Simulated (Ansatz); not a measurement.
Sc₂C:
```
Sc2C
1.0
    3.57571     0.00000     0.00000
    0.00000     3.57571     0.00000
    0.00000     0.00000     6.41392
Sc C
4 2
Direct
  0.00000   0.00000   0.00000
  0.50000   0.50000   0.00000
  0.50000   0.00000   0.37529
  0.00000   0.50000   0.62471
  0.50000   0.00000   0.73052
  0.00000   0.50000   0.26948
```

This is the LDA-relaxed structure.

All from LDA (plane waves, PAW; program Ansatz), unless another level is named. Predict the bulk modulus (Birch–Murnaghan fit).

124 GPa.

What about the highest zone-centre frequency?

437 cm⁻¹.

Space group P4/nmm. A made-up cell: these elements were put on the sites of a structure type; neither database checked (COD, Materials Project) lists it. Whether it is the stable phase at ambient conditions was not checked. Symmetry was held in the LDA relaxation. At this level the phase is dynamically unstable (imaginary phonons). No spin polarisation was allowed. As this level gives no gap, phonon frequencies hold no LO–TO term and depend on the k-mesh and smearing (Fermi–Dirac, 0.1 eV here).

Potentials: the earlier of the program's two PAW sets. The files were generated under PBE; for other functionals the program regenerates the frozen cores, and for LDA and PBEsol the local potential too.
